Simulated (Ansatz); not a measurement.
A distorted cell of Al (fcc, Cu type):

```
Al
1.0
    0.00000     4.03999     4.03999
    2.01999     0.00000     2.01999
    2.01999     2.01999     0.00000
Al
2
Direct
  0.00000   0.96413   0.02317
  0.50000   0.03587   0.97683
```

The numbers are results of PBE (plane waves to 420 eV, PAW, scalar-relativistic; Ansatz, a quantum-chemistry and plane-wave program), not measurements. k mesh 10×20×20 (Γ-centred), Fermi-Dirac smearing 0.05 eV. Compression counts positive. With partly filled bands, energies and forces of such displacements shift with the k mesh and the smearing. Al was relaxed with its symmetry unable to fall. The PAW data are Ansatz's earlier set.

### Question
What forces act on the atoms (eV/Å, Cartesian)?

### Answer
```csv
atom,Fx,Fy,Fz
Al1,0.052,-0.090,0.128
Al2,-0.052,0.090,-0.128
```

### Question
Give the stress tensor in GPa and the pressure.

### Answer
```
    0.6     -0.5     -0.2
   -0.5      0.4      0.0
   -0.2      0.0      0.0
```
The pressure, a third of the trace, is 0.3 GPa.

(For displaced atoms, the force is minus the slope of the energy, and its curvature is a force constant, which sets phonon frequencies.)
